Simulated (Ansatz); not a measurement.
ReB₂:
```
CELL_PARAMETERS angstrom
      2.88983     0.00000     0.00000
     -1.44491     2.50266     0.00000
      0.00000     0.00000     7.45565
ATOMIC_POSITIONS crystal
  Re 0.66667 0.33333 0.75000
  Re 0.33333 0.66667 0.25000
  B  0.66667 0.33333 0.45187
  B  0.33333 0.66667 0.54813
  B  0.33333 0.66667 0.95187
  B  0.66667 0.33333 0.04813
```

This is the PBEsol-relaxed structure.

All from DFT-PBEsol in the program Ansatz with PAW potentials, unless another level is named. Predict the electronic character.

metallic (no gap).

Give the density of states at the Fermi level.

0.21 states/eV per atom (mean over ±0.08 eV).

Give the formation energy from the elements (no fitted shifts).

-0.46 eV/atom.

Give the gap with spin–orbit coupling.

none (metallic).

Space group P6_3/mmc. The first step of the workflow began from a Materials Project structure, measured or hypothetical; the Crystallography Open Database files this formula in space group No. 194, but the cells were not matched. Whether it is the stable phase at ambient conditions was not checked. The cell was relaxed with PBEsol under the symmetry of its start; of distortions, only those at the zone centre were tested. No spin polarisation was allowed. The references are the lowest solids computed at this level, not always the standard phases. Scalar-relativistic: spin–orbit coupling is off unless named, which matters more the heavier the elements.

Potentials: the later of the program's two PAW sets.
